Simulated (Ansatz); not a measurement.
C:
```cif
data_C8
_chemical_formula_sum 'C8'
_space_group_name_H-M_alt 'P 1'
_space_group_IT_number 1
_cell_length_a 5.12224
_cell_length_b 5.12224
_cell_length_c 3.59761
_cell_angle_alpha 78.793
_cell_angle_beta 101.207
_cell_angle_gamma 53.498
loop_
_space_group_symop_operation_xyz
  'x, y, z'
loop_
_atom_site_label
_atom_site_type_symbol
_atom_site_fract_x
_atom_site_fract_y
_atom_site_fract_z
_atom_site_occupancy
C1 C 0.78483 0.82388 0.44850 1
C2 C 0.21517 0.17612 0.55150 1
C3 C 0.82388 0.78483 0.05150 1
C4 C 0.17612 0.21517 0.94850 1
C5 C 0.09337 0.56924 0.87869 1
C6 C 0.90663 0.43076 0.12131 1
C7 C 0.56924 0.09337 0.62131 1
C8 C 0.43076 0.90663 0.37869 1
```

Relaxed with PBEsol.

### Question
Give the optical modes at the zone centre with their infrared activity from DFPT, the program Ansatz at the PBEsol level (PAW).

### Answer
Transverse frequencies, without the LO–TO term; a row sums one degenerate level.

| ω (cm⁻¹) | degeneracy | IR ((D/Å)²/amu) | activity | symmetry |
|---|---|---|---|---|
| 357 | 1 | 1.91 | IR | Bu |
| 544 | 1 | 0.00 | IR-inactive | Bg |
| 590 | 1 | 0.00 | IR-inactive | Ag |
| 605 | 1 | 6.83 | IR | Au |
| 605 | 1 | 0.00 | IR-inactive | Ag |
| 614 | 1 | 0.00 | IR-inactive | Bg |
| 653 | 1 | 0.00 | IR-inactive | Bg |
| 696 | 1 | 0.04 | IR | Bu |
| 720 | 1 | 0.08 | IR | Au |
| 792 | 1 | 0.00 | IR-inactive | Bg |
| 835 | 1 | 0.00 | IR-inactive | Ag |
| 915 | 1 | 0.00 | IR-inactive | Ag |
| 917 | 1 | 0.00 | IR-inactive | Bg |
| 954 | 1 | 0.70 | IR | Au |
| 967 | 1 | 0.73 | IR | Bu |
| 1060 | 1 | 0.00 | IR-inactive | Bg |
| 1078 | 1 | 0.38 | IR | Au |
| 1089 | 1 | 0.00 | IR-inactive | Ag |
| 1125 | 1 | 2.61 | IR | Bu |
| 1313 | 1 | 0.02 | IR | Au |
| 1315 | 1 | 0.00 | IR-inactive | Ag |

### Question
How high does the top mode go among those that the LO–TO term moves?

### Answer
1129 cm⁻¹ for q along x, 956 cm⁻¹ for q along y, 366 cm⁻¹ for q along z.

Space group C2/c. The start of the workflow was typed in or built on a structure type; neither database checked (COD, Materials Project) lists it. It is not the phase usual at ambient conditions (space group No. 194, 227). Symmetry was held in the PBEsol relaxation. At this level the phase is mechanically unstable. The volume moved by 100 % from the start of the relaxation.

Potentials: the earlier of the program's two PAW sets. The files were generated under PBE; for other functionals the program regenerates the frozen cores, and for LDA and PBEsol the local potential too.
